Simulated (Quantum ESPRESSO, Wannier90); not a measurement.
## Tight-binding from DFT: SiS$_{2}$ (P2₁/c)

Structure: Materials Project mp-1095294, symmetrised, not relaxed again. Not found in the COD (Crystallography Open Database) copy used, which has the formula in other groups; not checked further. Method: LDA plane waves in Quantum ESPRESSO 7.5 (PseudoDojo norm-conserving files, 44 Ry, no spin polarisation, no spin-orbit coupling), Bloch states on a 4×4×4 mesh through Γ, Wannier90 4.0.1. Density: 6×4×6 mesh, cold smearing 0.01 Ry. The cell is built of weakly bound layers, chains or molecules, whose nearest atoms lie 3.97 Å apart. Database cells relaxed without dispersion often hold them too far apart, which can enlarge gaps and weakens couplings between them; spacing and stacking were not compared with the measured crystal.

On the energy scale of pw.x, whose zero is arbitrary, the valence-band maximum lies at 2.50 eV.

Input w.win:

```
num_bands = 20
num_wann = 20
exclude_bands = 1-12,33-69
num_iter = 1000
conv_tol = 1.0e-6
conv_window = 4
write_hr = true
write_u_matrices = true
auto_projections = true
begin unit_cell_cart
ang
    6.4239800000    0.0000000000    0.0000000000
    0.0000000000    7.9468600000    0.0000000000
   -1.4298040000    0.0000000000    5.7030700000
end unit_cell_cart
begin atoms_frac
Si   0.1165900000  0.3645300000 -0.3874300000
Si  -0.1165900000 -0.3645300000  0.3874300000
Si  -0.1165900000 -0.1354700000 -0.1125700000
Si   0.1165900000  0.1354700000  0.1125700000
S    0.2213800000 -0.3967800000 -0.4856200000
S   -0.2213800000  0.3967800000  0.4856200000
S   -0.2213800000  0.1032200000 -0.0143800000
S    0.2213800000 -0.1032200000  0.0143800000
S    0.2422700000  0.1464400000  0.4841600000
S   -0.2422700000 -0.1464400000 -0.4841600000
S   -0.2422700000 -0.3535600000  0.0158400000
S    0.2422700000  0.3535600000 -0.0158400000
end atoms_frac
mp_grid = 4 4 4
begin kpoints
0.0000000000 0.0000000000 0.0000000000
0.0000000000 0.0000000000 0.2500000000
0.0000000000 0.0000000000 0.5000000000
... (61 more lines: the 4x4x4 mesh through Gamma)
end kpoints
```

Input of pw2wannier90.x that gives the overlap and projection files (equivalent; here they were cut from one run over all bands):

```
&inputpp
  outdir = './out'
  prefix = 'pwscf'
  seedname = 'w'
  write_amn = .true.
  write_mmn = .true.
  scdm_proj = .true.
  scdm_entanglement = 'isolated'
/
```

Output w.wout (banner and timings cut):

```
                                    ------
                                    SYSTEM
                                    ------

                              Lattice Vectors (Ang)
                    a_1     6.423980   0.000000   0.000000
                    a_2     0.000000   7.946860   0.000000
                    a_3    -1.429804   0.000000   5.703070

                   Unit Cell Volume:     291.14440  (Ang^3)

                        Reciprocal-Space Vectors (Ang^-1)
                    b_1     0.978083  -0.000000   0.245213
                    b_2     0.000000   0.790650  -0.000000
                    b_3     0.000000   0.000000   1.101720

 *----------------------------------------------------------------------------*
 |   Site       Fractional Coordinate          Cartesian Coordinate (Ang)     |
 +----------------------------------------------------------------------------+
 | si   1   0.11659   0.36453  -0.38743   |    1.30292   2.89687  -2.20954    |
 | si   2  -0.11659  -0.36453   0.38743   |   -1.30292  -2.89687   2.20954    |
 | si   3  -0.11659  -0.13547  -0.11257   |   -0.58802  -1.07656  -0.64199    |
 | si   4   0.11659   0.13547   0.11257   |    0.58802   1.07656   0.64199    |
 | s    1   0.22138  -0.39678  -0.48562   |    2.11648  -3.15316  -2.76952    |
 | s    2  -0.22138   0.39678   0.48562   |   -2.11648   3.15316   2.76952    |
 | s    3  -0.22138   0.10322  -0.01438   |   -1.40158   0.82027  -0.08201    |
 | s    4   0.22138  -0.10322   0.01438   |    1.40158  -0.82027   0.08201    |
 | s    5   0.24227   0.14644   0.48416   |    0.86408   1.16374   2.76120    |
 | s    6  -0.24227  -0.14644  -0.48416   |   -0.86408  -1.16374  -2.76120    |
 | s    7  -0.24227  -0.35356   0.01584   |   -1.57899  -2.80969   0.09034    |
 | s    8   0.24227   0.35356  -0.01584   |    1.57899   2.80969  -0.09034    |
 *----------------------------------------------------------------------------*
                                ------------
                                K-POINT GRID
                                ------------

             Grid size =  4 x  4 x  4      Total points =   64

 *---------------------------------- MAIN ------------------------------------*
 |  Number of Wannier Functions               :                20             |
 |  Number of Objective Wannier Functions     :                20             |
 |  Number of input Bloch states              :                20             |
 |  Output verbosity (1=low, 5=high)          :                 1             |
 |  Timing Level (1=low, 5=high)              :                 1             |
 |  Optimisation (0=memory, 3=speed)          :                 3             |
 |  Length Unit                               :               Ang             |
 |  Post-processing setup (write *.nnkp)      :                 F             |
 |  Using Gamma-only branch of algorithms     :                 F             |
 *----------------------------------------------------------------------------*
 *------------------------------- WANNIERISE ---------------------------------*
 |  Total number of iterations                :              1000             |
 |  Number of CG steps before reset           :                 5             |
 |  Trial step length for line search         :             2.000             |
 |  Convergence tolerence                     :         0.100E-05             |
 |  Convergence window                        :                 4             |
 |  Iterations between writing output         :                 1             |
 |  Iterations between backing up to disk     :               100             |
 |  Write r^2_nm to file                      :                 F             |
 |  Write xyz WF centres to file              :                 F             |
 |  Write on-site energies <0n|H|0n> to file  :                 F             |
 |  Use guiding centre to control phases      :                 F             |
 |  Use phases for initial projections        :                 F             |
 *----------------------------------------------------------------------------*
 *-------------------------------- PLOTTING ----------------------------------*
 |  Plotting Hamiltonian in WF basis          :                 T             |
 *----------------------------------------------------------------------------*

 *---------------------------------- K-MESH ----------------------------------*
 +----------------------------------------------------------------------------+
 |                    Distance to Nearest-Neighbour Shells                    |
 |                    ------------------------------------                    |
 |          Shell             Distance (Ang^-1)          Multiplicity         |
 |          -----             -----------------          ------------         |
 |             1                   0.197663                      2            |
 |             2                   0.252088                      2            |
 |             3                   0.275430                      2            |
 |             4                   0.320342                      4            |
 |             5                   0.325024                      2            |
 |             6                   0.339016                      4            |
 |             7                   0.380409                      4            |
 |             8                   0.395325                      2            |
       ... (lines left out)
 +----------------------------------------------------------------------------+
 | The b-vectors are chosen automatically                                     |
 | SVD found small singular value, Rejecting this shell and trying the next   |
 | The following shells are used:                       1,  2,  3,  5         |
 +----------------------------------------------------------------------------+
 |                        Shell   # Nearest-Neighbours                        |
 |                        -----   --------------------                        |
 |                          1               2                                 |
 |                          2               2                                 |
 |                          3               2                                 |
 |                          4               2                                 |
 +----------------------------------------------------------------------------+
 | Completeness relation is fully satisfied [Eq. (B1), PRB 56, 12847 (1997)]  |
 +----------------------------------------------------------------------------+
 |                  b_k Vectors (Ang^-1) and Weights (Ang^2)                  |
 |                  ----------------------------------------                  |
 |            No.         b_k(x)      b_k(y)      b_k(z)        w_b           |
 |            ---        --------------------------------     --------        |
 |             1         0.000000    0.197663    0.000000    12.797389        |
 |             2         0.000000   -0.197663    0.000000    12.797389        |
 |             3         0.244521    0.000000    0.061303     6.501271        |
 |             4        -0.244521    0.000000   -0.061303     6.501271        |
 |             5         0.000000    0.000000    0.275430     5.143938        |
 |             6         0.000000    0.000000   -0.275430     5.143938        |
 |             7        -0.244521    0.000000    0.214127     1.861277        |
 |             8         0.244521    0.000000   -0.214127     1.861277        |
 +----------------------------------------------------------------------------+
 |                           b_k Directions (Ang^-1)                          |
 |                           -----------------------                          |
 |            No.           x           y           z                         |
 |            ---        --------------------------------                     |
 |             1         0.000000    0.197663    0.000000                     |
 |             2         0.244521    0.000000    0.061303                     |
 |             3         0.000000    0.000000    0.275430                     |
 |             4        -0.244521    0.000000    0.214127                     |
 +----------------------------------------------------------------------------+

 Starting a new Wannier90 calculation ...

 Reading overlaps from w.mmn

 Reading projections from w.amn

 *------------------------------- WANNIERISE ---------------------------------*
 +--------------------------------------------------------------------+<-- CONV
 | Iter  Delta Spread     RMS Gradient      Spread (Ang^2)            |<-- CONV
 +--------------------------------------------------------------------+<-- CONV

 ------------------------------------------------------------------------------
 Initial State
  WF centre and spread    1  ( -1.453086, -2.624754,  0.262060 )     3.00499243
  WF centre and spread    2  (  1.427835,  2.684446, -0.262826 )     2.97535092
  WF centre and spread    3  (  2.164376,  1.354372, -3.109059 )     3.01747346
  WF centre and spread    4  ( -2.140821, -1.270383,  3.121898 )     2.99476112
  WF centre and spread    5  ( -1.420447, -2.556666,  0.239779 )     3.47093720
  WF centre and spread    6  (  1.412904,  2.711300, -0.344152 )     3.45217287
  WF centre and spread    7  ( -1.054946,  0.818595, -0.206199 )     3.53389668
  WF centre and spread    8  (  1.126813, -0.584074,  0.098901 )     3.50207555
  WF centre and spread    9  ( -1.869968,  3.360869,  2.744347 )     3.06666259
  WF centre and spread   10  (  1.769200, -3.168833, -2.661612 )     3.54813346
  WF centre and spread   11  ( -2.117863, -1.259314,  3.213684 )     3.45686087
  WF centre and spread   12  (  2.134508,  1.425261, -3.080718 )     3.51972392
  WF centre and spread   13  (  0.209538, -3.415083,  2.971856 )     4.57904878
  WF centre and spread   14  ( -0.939307,  0.612943, -0.142827 )     4.75316135
  WF centre and spread   15  (  1.049260, -0.025601, -0.045265 )     5.48646760
  WF centre and spread   16  ( -0.301756,  4.122324, -2.815600 )     5.93034457
  WF centre and spread   17  (  0.270267,  2.035260,  1.900064 )     7.94138953
  WF centre and spread   18  ( -0.951391, -1.815818,  0.919336 )     8.43702807
  WF centre and spread   19  ( -0.583842,  0.663930, -0.184467 )     5.11744182
  WF centre and spread   20  (  1.283027, -3.254454, -2.627631 )     5.24933491
  Sum of centres and spreads (  0.014303, -0.185681, -0.008431 )    87.03725770

      0     0.870E+02     0.0000000000       87.0372577006  <-- CONV
        O_D=      0.9509194 O_OD=     28.2080101 O_TOT=     87.0372577 <-- SPRD
 ------------------------------------------------------------------------------
      1    -0.698E+01     4.0109907391       80.0555035936  <-- CONV
        O_D=      0.6319841 O_OD=     21.5451913 O_TOT=     80.0555036 <-- SPRD
      2    -0.239E+01     3.0354691111       77.6700593350  <-- CONV
        O_D=      0.3696065 O_OD=     19.4221246 O_TOT=     77.6700593 <-- SPRD
      3    -0.140E+01     2.1762545206       76.2695929596  <-- CONV
        O_D=      0.3393045 O_OD=     18.0519603 O_TOT=     76.2695930 <-- SPRD
      4    -0.872E+00     1.7480637609       75.3977902238  <-- CONV
        O_D=      0.2833233 O_OD=     17.2361388 O_TOT=     75.3977902 <-- SPRD
      5    -0.554E+00     1.4100894121       74.8435457549  <-- CONV
        O_D=      0.2467325 O_OD=     16.7184851 O_TOT=     74.8435458 <-- SPRD
       ... (lines left out)
    100    -0.683E-02     0.1456264935       70.5047835741  <-- CONV
        O_D=      0.1048228 O_OD=     12.5216326 O_TOT=     70.5047836 <-- SPRD
       ... (lines left out)
    200    -0.163E-03     0.0227757367       70.2802669562  <-- CONV
        O_D=      0.1027289 O_OD=     12.2992098 O_TOT=     70.2802670 <-- SPRD
       ... (lines left out)
    300    -0.193E-05     0.0026575280       70.2763219551  <-- CONV
        O_D=      0.1022708 O_OD=     12.2957230 O_TOT=     70.2763220 <-- SPRD
       ... (lines left out)
    317    -0.839E-06     0.0016146505       70.2762986717  <-- CONV
        O_D=      0.1022732 O_OD=     12.2956973 O_TOT=     70.2762987 <-- SPRD
    318    -0.918E-06     0.0016051325       70.2762977540  <-- CONV
        O_D=      0.1022713 O_OD=     12.2956983 O_TOT=     70.2762978 <-- SPRD
    319    -0.870E-06     0.0024270574       70.2762968841  <-- CONV
        O_D=      0.1022701 O_OD=     12.2956986 O_TOT=     70.2762969 <-- SPRD
             <<<     Delta < 1.000E-06  over  4 iterations     >>>
             <<< Wannierisation convergence criteria satisfied >>>
 Final State
  WF centre and spread    1  ( -1.497262, -2.681058,  0.173608 )     2.09391619
  WF centre and spread    2  (  1.497378,  2.681038, -0.173613 )     2.09388218
  WF centre and spread    3  (  2.212167,  1.292373, -3.025143 )     2.09391309
  WF centre and spread    4  ( -2.212279, -1.292392,  3.025148 )     2.09388593
  WF centre and spread    5  ( -1.543124, -2.623487,  0.840303 )     3.97339995
  WF centre and spread    6  (  1.543133,  2.623384, -0.840416 )     3.97362650
  WF centre and spread    7  ( -1.192297,  0.703637, -0.092326 )     2.16960785
  WF centre and spread    8  (  1.192300, -0.703637,  0.092326 )     2.16960139
  WF centre and spread    9  ( -1.907200,  3.269794,  2.759210 )     2.16960297
  WF centre and spread   10  (  1.907201, -3.269793, -2.759209 )     2.16960821
  WF centre and spread   11  ( -2.257818, -1.349835,  3.691773 )     3.97335841
  WF centre and spread   12  (  2.258255,  1.350166, -3.692025 )     3.97368046
  WF centre and spread   13  (  0.364343, -4.041104,  2.947556 )     4.35509426
  WF centre and spread   14  ( -1.078794, -0.067264, -0.096109 )     4.35439269
  WF centre and spread   15  (  1.079496,  0.067889,  0.095961 )     4.35553228
  WF centre and spread   16  ( -0.364117,  4.040880, -2.947592 )     4.35478043
  WF centre and spread   17  ( -0.917144,  2.596824,  2.702628 )     4.97688793
  WF centre and spread   18  (  0.201505, -1.377276,  0.149168 )     4.97782917
  WF centre and spread   19  ( -0.202684,  1.376278, -0.148788 )     4.97634836
  WF centre and spread   20  (  0.916799, -2.596441, -2.702476 )     4.97734863
  Sum of centres and spreads ( -0.000141, -0.000024, -0.000015 )    70.27629688

         Spreads (Ang^2)       Omega I      =    57.878328206
        ================       Omega D      =     0.102270100
                               Omega OD     =    12.295698578
    Final Spread (Ang^2)       Omega Total  =    70.276296884
```
